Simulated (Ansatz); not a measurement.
Geometry optimisation in Ansatz: input, command and trajectory.

```yaml
crystal:
  lattice:
    - [-3.3946314492, 3.3946314492, 1.9572155215]
    - [3.3946314492, -3.3946314492, 1.9572155215]
    - [3.3946314492, 3.3946314492, -1.9572155215]
  atoms:
    - { symbol: Si, position: [0.1785513463, 0.1785513463, 0.3571026926] }
    - { symbol: Si, position: [0.8214486537, 0.8214486537, 0.6428973074] }
    - { symbol: Si, position: [0.1785513463, 0.8214486537, 0.0] }
    - { symbol: Si, position: [0.8214486537, 0.1785513463, 0.0] }
basis:
  ecutwfc: 500
kpoints:
  mp_grid: { grid: [10, 10, 10] }
hamiltonian:
  xc: r2scan
scf:
  occupations: { method: gaussian, width: 0.02 }
output:
  forces: true
  stress: true
  eigenvalues: true
relax:
  adjacent_minimum: "off"
  f_tol: 0.01
  max_steps: 30
  cell: { stress_tol: 0.1, fix: [volume] }
```

```bash
ansatz run input.yaml --threads 1 --pin off --max-ram 2560MiB --backend cpu --events-out ev --progress --plain --runs-dir out
```

Computed with DFT r2SCAN, scalar-relativistic, plane waves, PAW in Ansatz 0.2.0.

The volume is held at 1.06 times that of the relaxed cell.

Of 4 frames 3 are shown, positions in Å and forces in eV/Å; the SCF threshold varies from step to step. Steps run on the plane waves of an earlier cell, with a Pulay correction in the pressure. The basis is chosen afresh for the last frame, the zero of the energies, and at times for earlier ones too; energy and pressure step there, also at an unchanged geometry.

```xyz
4
Lattice="-3.3946 3.3946 1.9572 3.3946 -3.3946 1.9572 3.3946 3.3946 -1.9572" Properties=species:S:1:pos:R:3:forces:R:3 pbc="T T T" step=1 free_energy_over_end_meV_per_atom=0.05 pressure_GPa=-4.57
Si    1.2122    1.2122    0.0000   -0.0274   -0.0274    0.0000
Si    2.1824    2.1824    1.9572    0.0274    0.0274    0.0000
Si    2.1824   -2.1824    1.9572    0.0274   -0.0274    0.0000
Si   -2.1824    2.1824    1.9572   -0.0274    0.0274    0.0000
4
Lattice="-3.3993 3.3993 1.9518 3.3993 -3.3993 1.9518 3.3993 3.3993 -1.9518" Properties=species:S:1:pos:R:3:forces:R:3 pbc="T T T" step=2 free_energy_over_end_meV_per_atom=0.04 pressure_GPa=-4.53
Si    1.2115    1.2115    0.0000    0.0114    0.0114    0.0000
Si    2.1879    2.1879    1.9518   -0.0114   -0.0114    0.0000
Si    2.1879   -2.1879    1.9518   -0.0114    0.0114    0.0000
Si   -2.1879    2.1879    1.9518    0.0114   -0.0114    0.0000
4
Lattice="-3.3967 3.3967 1.9549 3.3967 -3.3967 1.9549 3.3967 3.3967 -1.9549" Properties=species:S:1:pos:R:3:forces:R:3 pbc="T T T" step=4 free_energy_over_end_meV_per_atom=0.00 pressure_GPa=-4.54
Si    1.2115    1.2115    0.0000   -0.0007   -0.0007    0.0000
Si    2.1851    2.1851    1.9549    0.0007    0.0007    0.0000
Si    2.1851   -2.1851    1.9549    0.0007   -0.0007    0.0000
Si   -2.1851    2.1851    1.9549   -0.0007    0.0007    0.0000
```

The run took 2.6 min on 1 thread of Intel(R) Xeon(R) Processor @ 2.50GHz (Skylake/Cascade Lake), on a shared host, peak memory 0.75 GiB.